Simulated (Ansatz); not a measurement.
The end of the path is a generated cell of AlAu: the first start was made by a random draw of sites in a space group, and the end was not matched to a known phase here, so it may be hypothetical.

A geometry of AlAu away from equilibrium: step 7 of the relaxation of a randomly generated symmetric cell of AlAu (space group No. 107). Level of theory: PBE (plane waves to 420 eV, PAW, scalar-relativistic; Ansatz, an electronic-structure program). Γ-centred k-mesh 11×11×11 on the run's cell (coarser than for final values), Fermi–Dirac smearing 0.05 eV. The plane waves were selected for a different cell earlier on the path.

```yaml
crystal:
  lattice:
    - [-2.16603, 2.16603, 5.85195]
    - [2.16603, -2.16603, 5.85195]
    - [2.16603, 2.16603, -5.85195]
  atoms:
    - { symbol: Al, position: [0.51859, 0.01859, 0.50000] }
    - { symbol: Al, position: [0.01859, 0.51859, 0.50000] }
    - { symbol: Al, position: [0.18047, 0.18047, 0.00000] }
    - { symbol: Au, position: [0.88003, 0.88003, 0.00000] }
    - { symbol: Au, position: [0.39129, 0.39129, 0.00000] }
    - { symbol: Au, position: [0.63976, 0.63976, 0.00000] }
```

Task: Give the Cartesian forces on all atoms (eV/Å).

Result: 
```json
[
 {"atom": "Al1", "Fx": "0.00", "Fy": "0.00", "Fz": "-0.20"},
 {"atom": "Al2", "Fx": "0.00", "Fy": "0.00", "Fz": "-0.20"},
 {"atom": "Al3", "Fx": "0.00", "Fy": "0.00", "Fz": "0.05"},
 {"atom": "Au4", "Fx": "0.00", "Fy": "0.00", "Fz": "0.20"},
 {"atom": "Au5", "Fx": "0.00", "Fy": "0.00", "Fz": "-0.65"},
 {"atom": "Au6", "Fx": "0.00", "Fy": "0.00", "Fz": "0.81"}
]
```

The path ends in I4mm (No. 107). No spin polarisation in the result.

The run could not lower the symmetry of its start; a shaken copy of this end point relaxes with PBE to P1 (No. 1), 0.12 eV/atom lower.
